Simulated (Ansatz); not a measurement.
The elements of this relaxed trial crystal are hidden behind letters.

```
lattice vectors (Å)
  -1.6756    1.6756    9.3532
   1.6756   -1.6756    9.3532
   1.6756    1.6756   -9.3532
fractional positions
X 0.5000 0.5000 0.0000
Z 0.8853 0.8853 0.0000
Z 0.2971 0.2971 0.0000
Z 0.7029 0.7029 0.0000
Z 0.1147 0.1147 0.0000
```

These are results of DFT PBE, scalar-relativistic, plane waves, PAW (Ansatz), not measurements. The final run on the 5-atom cell used 420 eV, a Γ-centred 12×12×12 mesh, 0.10 eV smearing and no spin polarisation.

- Space group: I4/mmm (No. 139)
- Conventional cell: a = 3.351 Å, c = 18.706 Å
- Volume per atom: 21.01 Å³
- Density: 6.47 g/cm³
- Formation energy: +0.28 eV/atom
- Gap on the 12×12×12 mesh of the 5-atom cell: 0 eV (a metal)

Energies are uncorrected and count from the elements' standard states at the same level.

Q: X is a p-block element of period 5 and Z is a p-block element of period 4. Which elements are they?

A: X = Sn, Z = Ge, so the formula is SnGe4. Density times volume gives a mean mass of 6.47 × 21.01/1.6605 = 81.9 u per atom, and this set has 81.8 u. Among the elements that the hints allow, noble gases aside, only these give it. Around Sn lie 8 Ge at 3.20 Å, 4 Sn at 3.35 Å and 2 Ge at 3.80 Å; Ge on its first site is surrounded by 4 Ge at 2.89 Å, 4 Sn at 3.20 Å and 5 Ge at 3.35–3.41 Å; around Ge on its second site lie 8 Ge at 2.89–2.95 Å, 5 Ge at 3.35–3.41 Å and 1 Sn at 3.80 Å.

A structure relaxed within its symmetry needn't be a true minimum. Another cell of SnGe4 relaxed alike, in C2/m, lies 94 meV/atom lower, so this cell isn't the stable form at this level.
